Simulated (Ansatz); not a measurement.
Data sheet: Te₂Mo (DFT)

Te2Mo:
```cif
data_MoTe2
_chemical_formula_sum 'Te2 Mo1'
_space_group_name_H-M_alt 'P-6m2'
_space_group_IT_number 187
_space_group_name_Hall 'P -6 2'
_cell_length_a 3.54189
_cell_length_b 3.54189
_cell_length_c 7.90875
_cell_angle_alpha 90.000
_cell_angle_beta 90.000
_cell_angle_gamma 120.000
loop_
_atom_site_label
_atom_site_type_symbol
_atom_site_symmetry_multiplicity
_atom_site_Wyckoff_symbol
_atom_site_fract_x
_atom_site_fract_y
_atom_site_fract_z
_atom_site_occupancy
Te1 Te 2 h 0.33333 0.66667 0.22688 1
Mo1 Mo 1 a 0.00000 0.00000 0.00000 1
```

Space group P-6m2 (No. 187); conventional cell a = 3.542 Å, b = 3.542 Å, c = 7.909 Å, α = 90.00°, β = 90.00°, γ = 120.00°.

Method: plane-wave PAW r²SCAN+D4 (Ansatz code). Structure relaxed to zero pressure with the same functional. Other levels are named where they apply.

**Cell and energy**

```yaml
volume_per_atom: 28.64 Å³
density: 6.79 g/cm³
Formation energy from the elements (no fitted shifts): -283 meV/atom
```

**Electronic structure**

```yaml
band_gap: 1.13 eV (smallest direct gap 1.15 eV)
valence_band_maximum: at H
conduction_band_minimum: at K (2 equivalent valleys)
electron_effective_mass: 0.58, 0.58, 14 mₑ (principal values)
hole_effective_mass: 0.62, 0.62, 3.5 mₑ (principal values)
```

**Charges**

```yaml
bader_charges: Te -0.34, Mo +0.68 e
```

The workflow started from a Materials Project entry (that database holds measured and hypothetical structures alike); the Crystallography Open Database copy checked does not list it. It is not the phase usual at ambient conditions (space group No. 194). The r²SCAN+D4 relaxation kept the symmetry of its start; whether a distortion lowers the energy is not shown. The run is not spin-polarised. The references are the lowest solids computed at this level, not always the standard phases. Scalar-relativistic: spin–orbit coupling is off unless named, which matters more the heavier the elements.

Potentials: the later of the program's two PAW sets.
